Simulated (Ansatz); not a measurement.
## LaGa2Os2 in Ansatz, single run

Input:

```yaml
crystal:
  lattice:
    - [0.0, 4.218783, 0.0]
    - [4.311031, 0.0, 0.0]
    - [2.155515, 2.109392, -10.705829]
  atoms:
    - { symbol: Ga, position: [0.606, 0.356, 0.288] }
    - { symbol: Ga, position: [0.394, 0.644, 0.712] }
    - { symbol: Os, position: [0.9629, 0.7129, 0.5742] }
    - { symbol: Os, position: [0.0371, 0.2871, 0.4258] }
    - { symbol: Os, position: [0.4619, 0.2119, 0.5762] }
    - { symbol: Os, position: [0.5381, 0.7881, 0.4238] }
    - { symbol: La, position: [0.165, 0.915, 0.17] }
    - { symbol: La, position: [0.835, 0.085, 0.83] }
    - { symbol: Ga, position: [0.716, 0.466, 0.068] }
    - { symbol: Ga, position: [0.284, 0.534, 0.932] }
  symmetry: { tolerance: 0.0003 }
kpoints:
  mp_grid: { grid: [4, 4, 4], shift: [0, 0, 0] }
magnetization:
  spin_polarized: false
scf:
  occupations: { method: methfessel_paxton, width: 0.0526 }
hamiltonian:
  pseudopotentials: { kind: paw }
  xc: r2scan
  dispersion: d3bjatm
basis:
  ecutwfc: 420
output:
  forces: true
  stress: true
  eigenvalues: true
```

Run with:

```bash
ansatz run input.yaml --threads 1 --pin off --max-ram 2560MiB --backend cpu --events-out ev --progress --plain --runs-dir out
```

Origin of the cell: a known structure type with other elements, at an estimated volume, so it need not be a known compound.

Output (shortened):

```
Warning: basis.ecutwfc = 420 eV is below the records' recommended 500 eV, and the density's cutoff is lower with it unless basis.ecutrho_ratio is high enough to keep the records' density cuto […]
Pseudopotentials: kind: paw
Pseudopotential: Ga, paw, valence charge 13, recommended cutoff 500 eV (meta_gga), Ga.paw.azcp
Pseudopotential: Os, paw, valence charge 16, recommended cutoff 500 eV (meta_gga), Os.paw.azcp
Pseudopotential: La, paw, valence charge 11, recommended cutoff 500 eV (meta_gga), La.paw.azcp
Functional definition: r2SCAN
  exchange = r2scan_x(k0 = k0, k1 = k1, a1 = a1)
  correlation = r2scan_c
Crystal: 10 atoms, lattice volume = 194.710 Å³
Basis set: ecut = 420 eV, 3783 PW (Γ), exchange–correlation on 120×120×300 points (64 copies of the dense FFT grid, shifted against one another)
Bands: 83, of which v1, the nominal top of the filled ones, is band 69 counted from 1 (68 counted from 0)
[… 12 lines left out …]
Initial density: superposition of atomic densities (neutral atoms: chi_scale 0, normalization atom), corrected by the library's trained network
Functional: x = r2scan, c = r2scan; τ floored in thin density (d = 2e-4 eV/Å³)
SCF iter   1: F=—  HF=-73285.996340 eV  Δρ=1.20e-2  dr2=3.80e-1  dr2_τ=9.51e-2  defer=6
SCF iter   2: F=—  HF=-73286.166431 eV  S|Δr|=    0.00e0  Δρ=7.34e-3  dr2=1.95e-1  dr2_τ=2.93e-2  defer=143
SCF iter   3: F=—  HF=-73286.157722 eV  S|Δr|=    0.00e0  Δρ=5.70e-3  dr2=1.26e-1  dr2_τ=2.17e-2  defer=89
SCF iter   4: F=—  HF=-73286.148539 eV  S|Δr|=    0.00e0  Δρ=1.81e-3  dr2=9.62e-3  dr2_τ=1.13e-3  defer=89
SCF iter   5: F=—  HF=-73286.148780 eV  S|Δr|=    0.00e0  Δρ=6.57e-4  dr2=1.68e-3  dr2_τ=1.43e-4  defer=89
SCF iter   6: F=—  HF=-73286.148971 eV  S|Δr|=    0.00e0  Δρ=4.13e-4  dr2=5.76e-4  dr2_τ=4.82e-5  defer=89
SCF iter   7: F=—  HF=-73286.149083 eV  S|Δr|=    0.00e0  Δρ=1.21e-4  dr2=5.38e-5  dr2_τ=8.77e-7  defer=89
SCF iter   8: F=—  HF=-73286.149091 eV  S|Δr|=    0.00e0  Δρ=3.98e-5  dr2=7.26e-6  dr2_τ=1.58e-7  defer=89
SCF iter   9: F=—  HF=-73286.149093 eV  S|Δr|=    0.00e0  Δρ=1.82e-5  dr2=1.35e-6  dr2_τ=3.39e-8  defer=89
SCF iter  10: F=—  HF=-73286.149093 eV  S|Δr|=    0.00e0  Δρ=9.61e-6  dr2=1.74e-7  dr2_τ=1.77e-9  defer=89
SCF iter  11: F=-73286.149093 eV  HF=-73286.149093 eV  S|Δr|=    0.00e0  Δρ=2.28e-6  dr2=1.63e-8  dr2_τ=1.51e-9
SCF 1 converged in 11 iterations: F = -73286.149093 eV  dr2 = 1.63e-8
SCF converged after 11 iterations
Stability not checked: this state was not tested for a lower state beside it, because cold or Methfessel-Paxton smearing, or corrected tetrahedra, fill the levels in a way that the test cannot read (fill_not_monotonic; […]
Free energy (F): -73286.149093 eV
Harris-Foulkes:  -73286.149093 eV  (|F-HF|=2.75e-9)
Internal energy: -73286.149648 eV  (E = F + TS)
E sigma→0 (E₀):  -73286.149232 eV
Entropy (-TS):   0.000554 eV (0.055 meV/atom)
Fermi energy:    14.857132 eV
--- Per-component energies (eV) ---
  E_band       = -867.194795
  E_kinetic    = 3090.853358
  E_local      = -16794.002919  (includes V_loc(G=0)·N_el)
  E_nonlocal   = 1874.863207
  E_hartree    = 7669.472105
  E_xc         = -1525.596762
  E_vxc        = -1815.580883  (∫ρ·V_xc dr)
  E_paw        = -55031.039216  (= ΣΔE_a)
  E_vpaw       = -2665.085316  (= ΣTr[D̂ρ^β])
  E_aug_tail   = -0.000762  (compensation charges beyond the density's cutoff)
  E_vtau       = 102.822870  (kinetic-family band-sum trace: ∫τ·v_τ [+ j·A + Jᵃ·Aᵃ] dr)
  E_ewald      = -12564.915115
  E_disp       = -1.768238  (pairwise vdW)
  E_core_change = -4.015306  (= ΣΔE_core)
  E_smearing   = 0.000554  (= −TS)
  Σ components = -73286.149093   (vs F -73286.149093, Δ=0.00e0)
--- Forces (eV/Å), atoms counted from 1 ---
  atom   1  Ga    -0.000000     0.000000    -0.378672
  atom   2  Ga     0.000000    -0.000000     0.378672
  atom   3  Os     0.000000    -0.000000     1.957766
  atom   4  Os    -0.000000     0.000000    -1.957766
  atom   5  Os     0.000000    -0.000000     1.474942
  atom   6  Os    -0.000000     0.000000    -1.474942
  atom   7  La    -0.000000     0.000000    -0.944278
  atom   8  La     0.000000    -0.000000     0.944278
  atom   9  Ga     0.000000    -0.000000     1.998187
  atom  10  Ga    -0.000000     0.000000    -1.998187
  max |Σ_I F_I| component: 4.44e-16 eV/Å
--- Stress (GPa, compression-positive) ---
      -11.765867      -0.000000       0.000000
       -0.000000     -10.291403      -0.000000
        0.000000      -0.000000       0.888795
  P = ⅓ Tr σ = -7.0562 GPa (-70.562 kbar)
```

Caveats: no moments, though an odd count or open d shells may carry them; no spin-orbit coupling, though heavy elements are present; the cutoff lies below the datasets' advice; the k mesh is coarse if the cell is a metal.

The run took 36 s of wall time on 1 CPU thread(s) of a shared host, from the program's own first density.
